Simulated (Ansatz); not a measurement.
CoSn (CoSn type, space group P6/mmm)

```yaml
crystal:
  lattice:
    - [5.29399, 0.00000, 0.00000]
    - [-2.64700, 4.58473, 0.00000]
    - [0.00000, 0.00000, 4.23543]
  atoms:
    - { symbol: Co, position: [0.50000, 0.00000, 0.00000] }
    - { symbol: Co, position: [0.50000, 0.50000, 0.00000] }
    - { symbol: Co, position: [0.00000, 0.50000, 0.00000] }
    - { symbol: Sn, position: [0.00000, 0.00000, 0.00000] }
    - { symbol: Sn, position: [0.33333, 0.66667, 0.50000] }
    - { symbol: Sn, position: [0.66667, 0.33333, 0.50000] }
```

Two-dimensional scan of atom 2 (Co, nearest neighbour Sn at 2.612 Å; its periodic images, 4.2 Å or more away, move with it): u runs along (1.000, 0.000, 0.000), v along (0.000, 1.000, 0.000) (Cartesian). Cell and other atoms are fixed.

Level of theory: PBE (plane waves to 420 eV, PAW, scalar-relativistic; Ansatz, an electronic-structure program). k mesh 8×8×9 (Γ-centred), Fermi-Dirac smearing 0.05 eV. With partly filled bands, energies and forces of such displacements shift with the k mesh and the smearing. Fu and Fv are the components of the force on the atom. CoSn is run without spin polarisation. CoSn was relaxed with its symmetry unable to fall. 

```json
[
 {"Fu (eV/Å)": "v = -0.390", "u = -0.390": "4.52", "u = -0.260": "2.92", "u = -0.130": "1.36", "u = 0.000": "-0.21", "u = 0.130": "-1.79", "u = 0.260": "-3.42", "u = 0.390": "-5.10"},
 {"Fu (eV/Å)": "v = -0.260", "u = -0.390": "[?]", "u = -0.260": "2.34", "u = -0.130": "0.99", "u = 0.000": "-0.32", "u = 0.130": "-1.65", "u = 0.260": "-3.05", "u = 0.390": "-4.58"},
 {"Fu (eV/Å)": "v = -0.130", "u = -0.390": "[?]", "u = -0.260": "2.19", "u = -0.130": "0.95", "u = 0.000": "-0.22", "u = 0.130": "-1.39", "u = 0.260": "-2.66", "u = 0.390": "-4.09"},
 {"Fu (eV/Å)": "v = 0.000", "u = -0.390": "3.72", "u = -0.260": "2.34", "u = -0.130": "1.12", "u = 0.000": "0.00", "u = 0.130": "-1.12", "u = 0.260": "-2.34", "u = 0.390": "-3.72"},
 {"Fu (eV/Å)": "v = 0.130", "u = -0.390": "4.09", "u = -0.260": "2.66", "u = -0.130": "1.39", "u = 0.000": "0.22", "u = 0.130": "-0.95", "u = 0.260": "-2.19", "u = 0.390": "[?]"},
 {"Fu (eV/Å)": "v = 0.260", "u = -0.390": "4.58", "u = -0.260": "3.05", "u = -0.130": "1.65", "u = 0.000": "0.32", "u = 0.130": "-0.99", "u = 0.260": "-2.34", "u = 0.390": "[?]"},
 {"Fu (eV/Å)": "v = 0.390", "u = -0.390": "5.10", "u = -0.260": "3.42", "u = -0.130": "1.79", "u = 0.000": "0.21", "u = 0.130": "-1.36", "u = 0.260": "-2.92", "u = 0.390": "-4.52"}
]
```

Problem. Fill in the missing entries.

Solution. 
- v = -0.260, u = -0.390: 3.80
- v = -0.130, u = -0.390: 3.59
- v = 0.130, u = 0.390: -3.59
- v = 0.260, u = 0.390: -3.80

(A displaced cell: forces are minus the slopes of the energy, force constants its curvatures, and phonons follow from these.)
